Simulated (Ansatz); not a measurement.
A geometry of TiB$_{2}$ away from equilibrium: step 2 of the relaxation of a relaxed TiB2 cell displaced along its unstable phonon at q = (½, 0, 0) of its primitive reciprocal cell (93i cm⁻¹), largest move 0.15 Å. Level of theory: PBEsol (plane waves to 420 eV, PAW, scalar-relativistic; Ansatz, a first-principles code). Γ-centred k-mesh 11×11×11 on the run's cell (coarser than for final values), Fermi–Dirac smearing 0.05 eV.

```
CELL_PARAMETERS angstrom
      0.05054     5.02204     5.02204
      2.53629     0.00000     2.53629
      2.53629     2.53629     0.00000
ATOMIC_POSITIONS crystal
  Ti 0.02850 0.98100 0.98100
  Ti 0.47150 0.01900 0.01900
  B  0.09308 0.27128 0.27128
  B  0.64824 0.23451 0.23451
  B  0.40692 0.72872 0.72872
  B  0.85176 0.76549 0.76549
```

What forces act on the atoms (eV/Å)?


| atom | Fx | Fy | Fz |
|---|---|---|---|
| Ti1 | -0.21 | 0.21 | 0.21 |
| Ti2 | 0.21 | -0.21 | -0.21 |
| B3 | 0.29 | -0.29 | -0.29 |
| B4 | 0.15 | -0.15 | -0.15 |
| B5 | -0.29 | 0.29 | 0.29 |
| B6 | -0.15 | 0.15 | 0.15 |

What is the pressure?

0.0 GPa, compression positive.

How far above the relaxed end point is this geometry?

0.88 eV/atom; the path ends in R-3m (No. 166).

No spin polarisation in the result.

The run could not lose the symmetry of its start: the end is stationary, and may be a saddle point rather than a minimum.

The end of the path is a generated cell of TiB2: the first start was made by placing the elements on the sites of a structure type, and the end was not matched to a known phase here, so it may be hypothetical. Known forms of TiB2 include space group No. 191.
